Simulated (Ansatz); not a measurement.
Relaxed-ion elastic tensor of AlN in space group P6_3mc (No. 186; Al on 2a, Al on 2b, N on 2a, N on 2b) in GPa (Voigt order), plane-wave PAW PBE (Ansatz code); density 3.19 g/cm³, 10.66 Å³ per atom.

```
      1     2     3    4    5    6
-  ----  ----  ----  ---  ---  ---
1   369   133  84.2  0.0  0.0  0.0
2   133   369  84.2  0.0  0.0  0.0
3  84.2  84.2   396  0.0  0.0  0.0
4   0.0   0.0   0.0  106  0.0  0.0
5   0.0   0.0   0.0  0.0  106  0.0
6   0.0   0.0   0.0  0.0  0.0  118
```

Problem. Is the crystal mechanically stable?

Solution. Yes: the smallest eigenvalue of C is 106 GPa.

Problem. Work out the Voigt, Reuss and Hill averages.

Solution. K_V = 193, K_R = 193, K_H = 193; G_V = 122, G_R = 119, G_H = 120 GPa.

Problem. Give Young's modulus, Poisson's ratio, Pugh's ratio and the universal anisotropy index.

Solution. E = 9KG/(3K + G) = 299 GPa; ν = 0.24; K/G = 1.60 (brittle by the Pugh limit of 1.75); A_U = 5G_V/G_R + K_V/K_R − 6 = 0.11.

Problem. Estimate the sound speeds and the Debye temperature.

Solution. v_l = √((K + 4G/3)/ρ) = 10500 m/s, v_t = √(G/ρ) = 6140 m/s, mean 6810 m/s; Θ = (h/k)(3n/4πV)^(1/3) v_m = 922 K.

Problem. How much does each axis shrink under pressure?

Solution. Linear compressibilities β_i = Σ_j S_ij (j = 1 to 3): x 1.7, y 1.7, z 1.8 per TPa.

The cell is a constructed one: a structure type filled with these elements. Its sites differ from those of the usual phase in this space group: another stacking or structure type. Symmetry was held in the PBE relaxation; phonons on a q-mesh show no instability.

Potentials: the later of the program's two PAW sets.
